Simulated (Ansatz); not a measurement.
A plane-wave DFT run in Ansatz 0.2.0 (scalar-relativistic PAW potentials unless the input names others): input and command.

```yaml
crystal:
  lattice:
    - [4.0128347829, 0.0, 0.0]
    - [0.0, 5.6750053735, 0.0]
    - [0.0, 0.0, 25.0320869572]
  atoms:
    - { symbol: Ge, position: [0.5, 0.0, 0.2996154501] }
    - { symbol: Ge, position: [0.0, 0.25, 0.2996154501] }
    - { symbol: Ge, position: [0.0, 0.5, 0.37976927] }
    - { symbol: Ge, position: [0.5, 0.75, 0.37976927] }
    - { symbol: Ge, position: [0.5, 0.0, 0.45992309] }
    - { symbol: Ge, position: [0.0, 0.25, 0.45992309] }
    - { symbol: Ge, position: [0.0, 0.5, 0.54007691] }
    - { symbol: Ge, position: [0.5, 0.75, 0.54007691] }
    - { symbol: Ge, position: [0.5, 0.0, 0.62023073] }
    - { symbol: Ge, position: [0.0, 0.25, 0.62023073] }
    - { symbol: Ge, position: [0.0, 0.5, 0.7003845499] }
    - { symbol: Ge, position: [0.5, 0.75, 0.7003845499] }
basis:
  ecutwfc: "20 eV"
kpoints:
  mp_grid: { grid: [9, 6, 1] }
hamiltonian:
  xc: r2scan
scf:
  occupations: { method: gaussian, width: 0.05 }
  max_iter: 60
output:
  forces: true
  eigenvalues: true
  stress: true
efield:
  axis: 3
  dipole_correction: true
  ramp_width: 0.04
```

```bash
ansatz run input.yaml --threads 2 --pin off --max-ram 5120MiB --backend cpu --events-out ev --progress --plain --runs-dir out
```

Abridged log:
```
Basis set: ecut = 20 eV, 121 PW (Γ), exchange–correlation on 32×36×160 points (64 copies of the dense FFT grid, shifted against one another)
Bands: 97, of which v1, the nominal top of the filled ones, is band 84 counted from 1 (83 counted from 0)
Symmetry: 4 space group operations
k-points: 20 of 54
SCF iter   1: F=—  HF=-44818.776826 eV  |F-HF|=—  |Δ(HF+E_count)|=         —  Δρ=1.29e0  dr2=4.12e4  dr2_τ=1.20e1  ethr=1.77e-3  p=0.000 e·Å  D=2.60e-16 V/Å  ΔV_dip= 0.00 eV  dr2_dipole=3.40e-5  V_vac-E_F(+/−)=-10.57/-10.58 eV  ⟨swp⟩=1.0  Hψ=2317  notcnv=0
efield: sawtooth ramp at fractional position 0.9800 (placed from the atoms, in the widest stretch of the axis that holds none; the zero of the levels goes with the place), width 0.0400; the density the first Hamiltonian is built on has a dipole p = 0.000 e·Å; the dipole correction subtracts the counter field D = 2.60e-16 V/Å, which shifts the + side's vacuum level by  0.00 eV against the − side's; the planar-averaged density in the ramp window peaks in size at 7.6e-3 e/Å³
SCF iter   2: F=—  HF=-29202.488785 eV  |F-HF|=—  |Δ(HF+E_count)|=    1.56e4  Δρ=1.77e-1  dr2=1.73e4  dr2_τ=1.34e0  ethr=1.77e-3  p=0.126 e·Å  D=3.98e-2 V/Å  ΔV_dip=-1.00 eV  dr2_dipole=5.32e1  V_vac-E_F(+/−)=-4.94/-2.86 eV  ⟨swp⟩=4.2  Hψ=7126  notcnv=0  defer=57
SCF iter   3: F=—  HF=-17591.085374 eV  |F-HF|=—  |Δ(HF+E_count)|=    1.16e4  Δρ=1.18e-1  dr2=5.02e3  dr2_τ=1.25e0  ethr=1.77e-3  p=-1.488 e·Å  D=-4.72e-1 V/Å  ΔV_dip=11.83 eV  dr2_dipole=2.44e3  V_vac-E_F(+/−)=2.85/-7.11 eV  ⟨swp⟩=6.2  Hψ=7125  notcnv=0  defer=50
SCF iter   4: F=—  HF=-15059.686960 eV  |F-HF|=—  |Δ(HF+E_count)|=    2.53e3  Δρ=1.06e-1  dr2=2.16e3  dr2_τ=1.04e0  ethr=1.77e-3  p=-4.102 e·Å  D=-1.30e0 V/Å  ΔV_dip=32.59 eV  dr2_dipole=2.73e3  V_vac-E_F(+/−)=22.73/-7.04 eV  ⟨swp⟩=6.0  Hψ=4632  notcnv=0  defer=44
SCF iter   5: F=—  HF=-14152.209747 eV  |F-HF|=—  |Δ(HF+E_count)|=    9.07e2  Δρ=4.82e-2  dr2=2.76e2  dr2_τ=1.55e2  ethr=1.77e-3  p=-6.013 e·Å  D=-1.91e0 V/Å  ΔV_dip=47.78 eV  dr2_dipole=4.50e2  V_vac-E_F(+/−)=50.27/1.77 eV  ⟨swp⟩=7.0  Hψ=5478  notcnv=0  defer=51
SCF iter   6: F=—  HF=-14003.579028 eV  |F-HF|=—  |Δ(HF+E_count)|=    1.49e2  Δρ=2.10e-2  dr2=6.66e1  dr2_τ=2.01e-1  ethr=1.77e-3  p=-5.774 e·Å  D=-1.83e0 V/Å  ΔV_dip=45.88 eV  dr2_dipole=2.48e2  V_vac-E_F(+/−)=57.36/16.93 eV  ⟨swp⟩=4.9  Hψ=3927  notcnv=0  defer=44
SCF iter   7: F=—  HF=-13987.020187 eV  |F-HF|=—  |Δ(HF+E_count)|=    1.66e1  Δρ=1.87e-2  dr2=4.25e1  dr2_τ=1.34e-2  ethr=1.77e-3  p=-5.489 e·Å  D=-1.74e0 V/Å  ΔV_dip=43.61 eV  dr2_dipole=2.01e2  V_vac-E_F(+/−)=61.00/22.96 eV  ⟨swp⟩=4.0  Hψ=3071  notcnv=0  defer=38
SCF iter   8: F=—  HF=-13988.017217 eV  |F-HF|=—  |Δ(HF+E_count)|=   9.97e-1  Δρ=2.01e-2  dr2=4.17e1  dr2_τ=4.42e-2  ethr=1.77e-3  p=-5.633 e·Å  D=-1.79e0 V/Å  ΔV_dip=44.76 eV  dr2_dipole=1.98e2  V_vac-E_F(+/−)=61.86/22.46 eV  ⟨swp⟩=1.4  Hψ=2203  notcnv=0  defer=37
   ...
SCF iter  11: F=—  HF=-13953.407898 eV  |F-HF|=—  |Δ(HF+E_count)|=    3.50e0  Δρ=2.63e-3  dr2=1.95e-1  dr2_τ=1.79e-5  ethr=1.77e-3  p=0.112 e·Å  D=3.56e-2 V/Å  ΔV_dip=-0.89 eV  dr2_dipole=2.39e-2  V_vac-E_F(+/−)=47.71/53.39 eV  ⟨swp⟩=3.5  Hψ=2809  notcnv=0  defer=43
SCF iter  12: F=—  HF=-13953.310543 eV  |F-HF|=—  |Δ(HF+E_count)|=   9.74e-2  Δρ=7.58e-4  dr2=7.96e-2  dr2_τ=4.88e-6  ethr=1.16e-4  p=-0.160 e·Å  D=-5.07e-2 V/Å  ΔV_dip=1.27 eV  dr2_dipole=2.85e-1  V_vac-E_F(+/−)=48.11/51.73 eV  ⟨swp⟩=3.1  Hψ=2531  notcnv=0  defer=41
SCF iter  13: F=—  HF=-13953.270265 eV  |F-HF|=—  |Δ(HF+E_count)|=   4.03e-2  Δρ=2.98e-4  dr2=1.11e-2  dr2_τ=7.62e-7  ethr=4.74e-5  p=-0.008 e·Å  D=-2.39e-3 V/Å  ΔV_dip=0.06 eV  dr2_dipole=1.76e-2  V_vac-E_F(+/−)=47.77/52.61 eV  ⟨swp⟩=3.0  Hψ=2412  notcnv=0  defer=41
SCF iter  14: F=—  HF=-13953.269472 eV  |F-HF|=—  |Δ(HF+E_count)|=   7.93e-4  Δρ=2.38e-4  dr2=2.94e-3  dr2_τ=2.03e-6  ethr=6.61e-6  p=0.043 e·Å  D=1.36e-2 V/Å  ΔV_dip=-0.34 eV  dr2_dipole=1.03e-2  V_vac-E_F(+/−)=47.65/52.87 eV  ⟨swp⟩=2.5  Hψ=2341  notcnv=0  defer=41
SCF iter  15: F=—  HF=-13953.267404 eV  |F-HF|=—  |Δ(HF+E_count)|=   2.07e-3  Δρ=7.89e-5  dr2=5.03e-4  dr2_τ=4.85e-8  ethr=1.75e-6  p=0.021 e·Å  D=6.52e-3 V/Å  ΔV_dip=-0.16 eV  dr2_dipole=2.42e-3  V_vac-E_F(+/−)=47.71/52.75 eV  ⟨swp⟩=2.0  Hψ=2099  notcnv=0  defer=41
SCF iter  16: F=—  HF=-13953.266954 eV  |F-HF|=—  |Δ(HF+E_count)|=   4.50e-4  Δρ=2.35e-5  dr2=2.38e-5  dr2_τ=1.88e-9  ethr=2.99e-7  p=0.005 e·Å  D=1.51e-3 V/Å  ΔV_dip=-0.04 eV  dr2_dipole=9.86e-5  V_vac-E_F(+/−)=47.75/52.67 eV  ⟨swp⟩=2.5  Hψ=2272  notcnv=0  defer=41
SCF iter  17: F=—  HF=-13953.266933 eV  |F-HF|=—  |Δ(HF+E_count)|=   2.09e-5  Δρ=8.36e-6  dr2=2.25e-6  dr2_τ=1.46e-9  ethr=1.42e-8  p=0.001 e·Å  D=1.99e-4 V/Å  ΔV_dip= 0.00 eV  dr2_dipole=2.35e-6  V_vac-E_F(+/−)=47.77/52.66 eV  ⟨swp⟩=2.2  Hψ=2329  notcnv=0  defer=84
SCF iter  18: F=-13953.266931 eV  HF=-13953.266931 eV  |F-HF|=8.32e-8  |Δ(HF+E_count)|=   1.32e-6  Δρ=8.74e-7  dr2=3.98e-8  dr2_τ=2.71e-11  ethr=5.95e-11  p=0.000 e·Å  D=1.37e-5 V/Å  ΔV_dip= 0.00 eV  dr2_dipole=4.85e-8  V_vac-E_F(+/−)=47.77/52.65 eV  ⟨swp⟩=6.0  Hψ=6589  notcnv=0
SCF 1 converged in 18 iterations: F = -13953.266931 eV  dr2 = 3.98e-8
SCF converged after 18 iterations
Free energy (F): -13953.266931 eV
Harris-Foulkes:  -13953.266931 eV  (|F-HF|=8.32e-8)
Internal energy: -13953.263046 eV  (E = F + TS)
E sigma→0 (E₀):  -13953.264989 eV
Entropy (-TS):   -0.003885 eV (-0.324 meV/atom)
Fermi energy:    413.834371 eV
Dipole field:    D = -0.000162 V/Å  (p = -0.000510 e·Å, saw-weighted, corrected)
Work function:   Φ+ = 47.7697 eV (in doubt: plateau slope 1.2e1 eV/Å)   Φ− = 52.6504 eV (in doubt: plateau slope 7.8e0 eV/Å)
Levels:          The Fermi level and band energies are counted from a zero that moves with the ramp; work functions are not
Vacuum region:   at the solve's end the planar-averaged density reaches 3.48e-2 e/Å³ inside the ramp window [0.9401, 0.0599] (bound 1e-5 e/Å³)
--- Forces (eV/Å), atoms counted from 1 ---
  atom   1  Ge     0.00000000  -188.93683838 -2535.46510816
  atom   2  Ge     0.00000000   188.93683838 -2535.46510816
  atom   3  Ge     0.00000000    15.73909638 -1603.80774079
  atom   4  Ge     0.00000000   -15.73909638 -1603.80774079
  atom   5  Ge     0.00000000    -1.48269575  -526.53877211
  atom   6  Ge     0.00000000     1.48269575  -526.53877211
  atom   7  Ge     0.00000000    -1.48267208   526.53842749
  atom   8  Ge     0.00000000     1.48267208   526.53842749
  atom   9  Ge     0.00000000    15.73913506  1603.80742479
  atom  10  Ge     0.00000000   -15.73913506  1603.80742479
  atom  11  Ge     0.00000000  -188.93692306  2535.46453509
  atom  12  Ge     0.00000000   188.93692306  2535.46453509
--- Stress (GPa, compression-positive) ---
     4898.275859       0.000000       0.000000
        0.000000    4661.482082       0.000000
        0.000000       0.000000   -6936.869178
  P = ⅓ Tr σ = 874.2963 GPa (8742.963 kbar)
```

Q: Find the fault.

A: The fault is a cutoff far too low (basis.ecutwfc: 500 → "20 eV", the first being the value of the sound run). Setting it back cures it. The log, from which this was withheld above, says: «Warning: basis.ecutwfc = 20 eV is below the records' recommended 500 eV, and the density's cutoff is lower with it unless basis.ecutrho_ratio is high enough to keep the records' density cutoff: compare with a run at a higher cutoff» «WARN: efield: at this solve's end the planar-averaged density reaches 3.48e-2 e/Å³ inside the ramp window [0.9401, 0.0599] (bound 1e-5 e/Å³); the window's nearer edge stands 6.00 Å from this solve's nearest atom along the axis. Its work functions, free energy, forces, stress, dipole, levels and responses can be off …» The run converged all the same, with an energy at zero smearing 3139.8 eV/atom above the reference's, pressure 874.30 GPa (averaged over a cell that holds vacuum), largest force 2542.495 eV/Å, no gap on the mesh, so convergence alone doesn't show that an input is right. A reference run from the same start on usual settings converged with pressure 0.04 GPa (averaged over a cell that holds vacuum), largest force 0.217 eV/Å, no gap on the mesh.

Time: 5.4 s on 2 threads of Arm Neoverse V2, on a shared host, peak memory 0.31 GiB.